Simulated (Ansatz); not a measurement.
NaF (rock salt)

```
CELL_PARAMETERS angstrom
      0.00000     2.35078     2.35078
      2.35078     0.00000     2.35078
      2.35078     2.35078     0.00000
ATOMIC_POSITIONS crystal
  F  0.00000 0.00000 0.00000
  Na 0.50000 0.50000 0.50000
```

Scan: atom 1 (F, nearest neighbour Na at 2.351 Å; its periodic images, 3.3 Å or more away, move with it) is displaced towards the nearest neighbour, direction (-1.000, 0.000, 0.000) in Cartesian axes, by s. The other atoms stay.

Computed with PBE (plane waves to 420 eV, PAW, scalar-relativistic; Ansatz, a first-principles code). k mesh 10×10×10 (Γ-centred), Fermi-Dirac smearing 0.05 eV. Energies are smeared free energies. NaF was relaxed with its symmetry unable to fall. The relaxed volume of NaF is well above the measured one; the method has no dispersion term. ΔE is measured from the undisplaced structure.

```
s (Å)   ΔE (meV/cell)
------  -------------
-0.240           65.5
-0.192           39.5
-0.144           21.2
-0.096            9.1
-0.048            2.2
0.000             0.0
0.048             2.2
0.096             9.1
0.144            21.2
0.192            39.5
0.240            65.5
```

Task: What force constant k = d²E/ds² at s = 0 does the table give?

Result: 1.9 eV/Å². It is the second difference of the nearest points, corrected with the next pair.

Task: With k = 1.91 eV/Å² from the forces, is the well harmonic out to s = 0.240 Å?

Result: ½ks² = 55.1 meV/cell against the computed 65.5 meV/cell, so the well is stiffer than harmonic there.

(For displaced atoms, the force is minus the slope of the energy, and its curvature is a force constant, which sets phonon frequencies.)
